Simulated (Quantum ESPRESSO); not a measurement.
## Al5GaMgSiN8 (convergence and cost over cutoff and k mesh)

A calculation, not a measurement. The program is pw.x of Quantum ESPRESSO 7.5 (plane-wave density functional theory). The cell is made up: 16 atoms on a doubled wurtzite lattice, with randomly drawn elements, strain and displacements, not relaxed. PseudoDojo standard norm-conserving files (v0.5 for PBE, v0.4.1 for LDA and PBEsol) set the functional; there is no spin polarisation, spin-orbit coupling or dispersion term, and the masses in the input are unused placeholders.

Input of the run in row 4:

```
&control calculation='scf', pseudo_dir='./dojo.nc.sr.pbe.v0_5.standard.upf', outdir='./o', disk_io='medium', tprnfor=.true., tstress=.true. /
&system ibrav=0, nat=16, ntyp=5, nbnd=47, ecutwfc=84.00895049, nosym=.true., tot_charge=0,
 occupations='smearing', smearing='fd', degauss=0.0018374661
/
&electrons conv_thr=7.350e-09, electron_maxstep=60, /
ATOMIC_SPECIES
Al 1.0 Al.upf
Ga 1.0 Ga.upf
Mg 1.0 Mg.upf
N 1.0 N.upf
Si 1.0 Si.upf
CELL_PARAMETERS angstrom
3.0822 0.0 0.0
0.0 5.3385 0.0
0.0 0.0 10.0665
ATOMIC_POSITIONS angstrom
Al 0.0454 0.0156 -0.0249
Al 1.6653 2.6797 -0.0064
Al 1.5112 0.9692 2.4733
Ga 0.04 3.5345 2.5574
Al -0.0034 0.0316 5.0363
Al 1.5699 2.6665 5.1003
Mg 1.4968 0.9073 7.5493
Si 0.0444 3.5048 7.5186
N 0.0128 -0.0044 1.8758
N 1.429 2.6723 1.8873
N 1.5738 0.8213 4.4042
N 0.0453 3.5221 4.3988
N -0.0242 0.0314 6.8531
N 1.5709 2.6296 6.9649
N 1.5144 0.9709 9.4024
N -0.0059 3.5154 9.3581
K_POINTS automatic
7 4 2 1 1 1
```

The same cell was run at these settings. Meshes are shifted by half a step, and differences are from the last row, which is itself not exact.

| cutoff (eV) | k mesh | k points solved | threshold (eV) | free energy less the last row's (eV) | pressure (GPa) | largest stress difference (GPa) | largest force difference (eV/Å) | iterations | wall time (s) | k-point pools | processor |
| --- | --- | --- | --- | --- | --- | --- | --- | --- | --- | --- | --- |
| 800 | 2 x 2 x 2 | 4 | 1e-04 | 0.650 | -7.68 | 23.77 | 0.301 | 10 | 59 | 1 | AMD EPYC, Zen 5 class |
| 1143 | 2 x 2 x 2 | 4 | 1e-07 | -1.538 | 10.35 | 5.97 | 0.297 | 15 | 128 | 1 | AMD EPYC, Zen 5 class |
| 749 | 7 x 4 x 2 | 28 | 1e-07 | 4.786 | -22.83 | 33.85 | 0.073 | 15 | 299 | 1 | AMD EPYC, Zen 5 class |
| 1143 | 7 x 4 x 2 | 28 | 1e-07 | 0.004 | 10.97 | 0.02 | 0.003 | 15 | 611 | 1 | AMD EPYC, Zen 5 class |
| 1437 | 9 x 6 x 4 | 108 | 1e-07 | 0.000 | 10.95 | 0.00 | 0.000 | 15 | 2709 | 1 | AMD EPYC, Zen 5 class |

Each pool is one process. Wall times include start-up and a band step at six k points, which weighs most on the coarsest meshes. The runs were on shared virtual cores whose load varied, so times are rough.